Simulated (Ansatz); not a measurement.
## How far is PAW off for SiW?

```
W Si
1.0
     3.07250    0.00000    0.00000
     0.00000    3.07250    0.00000
     0.00000    0.00000    3.02652
W Si
1 1
Direct
  0.00000 0.00000 0.00000
  0.50000 0.50000 0.50000
```

Atom numbers follow the list: W1, Si2.

The cell was built from the CsCl type and relaxed in the same program; it needn't be a known or the stable phase. The listed cell was then made from it by scaling, straining or moving an atom.

No spin–orbit coupling, which matters for the heavy atoms here.

Levels of theory: DFT, PBE, PAW with Ansatz's default frozen-core files, scalar-relativistic (Ansatz 0.2.0); DFT, PBE, all-electron LAPW, scalar-relativistic (Ansatz 0.2.0).

For PAW: a Γ-centred 11×11×11 k mesh, Fermi–Dirac smearing of 0.03 eV, cutoff 420 eV, no spin polarisation. LAPW targets a basis error of 0.5 meV/atom. The Ansatz runs share mesh, smearing and spin set-up. Plane-wave (PAW) pressures include the program's estimate of the Pulay term.

Stress and pressure are positive in compression.

The change that made this cell: z strained by -1 % at fixed volume.

PAW results:

```tsv
quantity	PAW
pressure (GPa)	0.04
stress xx (GPa)	0.50
stress zz (GPa)	-0.89
```

(1) What does full-potential LAPW give for the same quantities?

## Answers

(1) 
```
       quantity   LAPW
 pressure (GPa)   0.04
stress xx (GPa)   0.51
stress zz (GPa)  -0.88
```
